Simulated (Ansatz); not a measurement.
## Collinear states of Mn3NiB

The calculation used DFT PBE, scalar-relativistic, plane waves, PAW in Ansatz 0.2.0.

```
Ni B Mn
1.0
     3.89051    0.00000    0.00000
     0.00000    3.89051    0.00000
     0.00000    0.00000    3.89051
Ni B Mn
1 1 3
Cartesian
  0.0000 0.0000 0.0000
  1.9453 1.9453 1.9453
  1.9453 1.9453 0.0000
  1.9453 0.0000 1.9453
  0.0000 1.9453 1.9453
```

```
plane-wave cutoff                               : 420 eV
Γ-centred k-mesh                                : 10×10×10
occupation rule                                 : Gaussian smearing, 0.1 eV
list of starting moments (μB, in atom order)    : 1 0 4 4 4
check for lower electronic states after the SCF : off
```

Each order was relaxed in cell and atoms. Signs run over the atoms with starting moments. Site moments are spin moments in atom-centred spheres that scale with the neighbour distance. The states are those that the runs reached from these starts; a lower one can exist.

Task: Starts tried: no spin; ferromagnetic; ferrimagnetic in the cell, signs ++--. Which state comes out lowest, and what are the moments?

Result: The lowest state is ferrimagnetic, reached from the start “ferrimagnetic in the cell, signs ++--”, with site moments (μB) Ni -0.31, Mn +2.22, Mn -1.85 (×2).

```csv
start,ends,energy above lowest (meV/atom),site moments (μB),gap on mesh (eV),volume (Å³/atom)
no spin,non-magnetic,111,none over 0.05,metal,10.67
ferromagnetic,ferromagnetic,28.8,"Ni +0.68, B -0.17, Mn +2.21 (×3)",metal,11.78
"ferrimagnetic in the cell, signs ++--",ferrimagnetic,0.00,"Ni -0.31, Mn +2.22, Mn -1.85 (×2)",metal,11.52
```

Cost: 3 runs of about 13 core-minutes in all, on Intel Xeon Processor @ 2.50GHz (Skylake/Cascade Lake) (shared hosts).